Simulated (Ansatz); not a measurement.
CsCaBr3:
```xyz
5
Lattice="5.7083 0.0000 0.0000 0.0000 5.7083 0.0000 0.0000 0.0000 5.7083" Properties=species:S:1:pos:R:3 pbc="T T T"
Cs     0.0000     0.0000     0.0000
Ca     2.8541     2.8541     2.8541
Br     2.8541     0.0000     2.8541
Br     0.0000     2.8541     2.8541
Br     2.8541     2.8541     0.0000
```

Tensor components refer to the Cartesian frame of this cell.

Problem. Give the high-frequency dielectric tensor and the Born effective charge tensors of the independent atoms from DFPT, the program Ansatz at the r²SCAN level (PAW).

Solution. 
ε∞:
```
2.87  0.00  0.00
0.00  2.87  0.00
0.00  0.00  2.87
```
Z* of atom 1 (Cs), rows: field, columns: displacement, in e:
```
1.31  0.00  0.00
0.00  1.31  0.00
0.00  0.00  1.31
```
Z* of atom 2 (Ca), rows: field, columns: displacement, in e:
```
2.44  0.00  0.00
0.00  2.44  0.00
0.00  0.00  2.44
```
Z* of atom 3 (Br), rows: field, columns: displacement, in e:
```
-0.89   0.00   0.00
 0.00  -1.97   0.00
 0.00   0.00  -0.89
```

Static charges for comparison (Bader): Cs1 +0.88, Ca2 +1.56, Br3 -0.82 e. Born charges measure polarisation by displacement and can exceed these by far.

Space group Pm-3m (cubic perovskite). The first step of the workflow began from a Materials Project structure, measured or hypothetical; the Crystallography Open Database copy checked does not list it. Its standing as an ambient phase is unchecked. The cell was relaxed with r²SCAN under the symmetry of its start; phonons show weakly imaginary modes. Scalar-relativistic: spin–orbit coupling is off unless named, which matters more the heavier the elements.

Potentials: the later of the program's two PAW sets.
